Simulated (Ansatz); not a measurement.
**Notes on HfTl₂PbS₄**

```
Tl Pb Hf S
1.0
     0.08534    8.16980    0.03378
     7.55667   -4.00465   -0.04952
     2.20194   -0.00304   -6.25734
Tl Pb Hf S
4 2 2 8
Direct
  0.62556 0.48776 0.75460
  0.12678 0.52871 0.70722
  0.38721 0.50043 0.26295
  0.86734 0.50413 0.25656
  0.61461 0.02704 0.71953
  0.34975 0.94937 0.28092
  0.12422 0.03306 0.76209
  0.88045 0.99474 0.23689
  0.19547 0.19165 0.99927
  0.00166 0.82881 0.53834
  0.81118 0.83047 0.02710
  0.00038 0.15122 0.51168
  0.48481 0.21595 0.51594
  0.24130 0.79577 0.90193
  0.56949 0.80077 0.44886
  0.77379 0.23049 0.03255
```

Single point in Ansatz 0.2.0 with m-r2SCAN, no spin polarisation. Cutoff 500 eV, PAW datasets, 3×3×3 (shifted by 0, 0.5, 0.5 steps) k mesh, fermi-dirac filling (width 0.0159 eV).

**Stress.** The pressure is 9.6 GPa (compression positive), so with the atoms held at these fractions the cell would first expand; the forces are large, so a full relaxation may end otherwise. The principal stresses 3.4, 11.8, 13.8 GPa differ, so its shape would change too.
**Electronic structure.** The gap on the k mesh is 1.13 eV; the mesh may miss the band edges, so the true gap of this level can be smaller.
**Charges.** Bader charges in e: Hf +2.14, Tl +0.53 to +0.60, Pb +1.05, S -1.15 to -1.04. In the mean Hf gives up most and S takes most.
**Forces.** The largest is on S11: 5.70 eV/Å, components (-4.62, 0.43, 3.31). It makes 177° with the line to a nearest neighbour, Hf8 at 2.16 Å, pointing away from it.

Origin: a strained cell with displaced atoms, so it need not be a known compound. Caveats: an odd or shifted mesh can miss the band edges, so this level's true gap may be smaller; no spin-orbit coupling, which can shift this gap by tenths of an eV; atoms or cell far from equilibrium; m-r2SCAN is r2SCAN with a changed spin dependence that lowers moments.
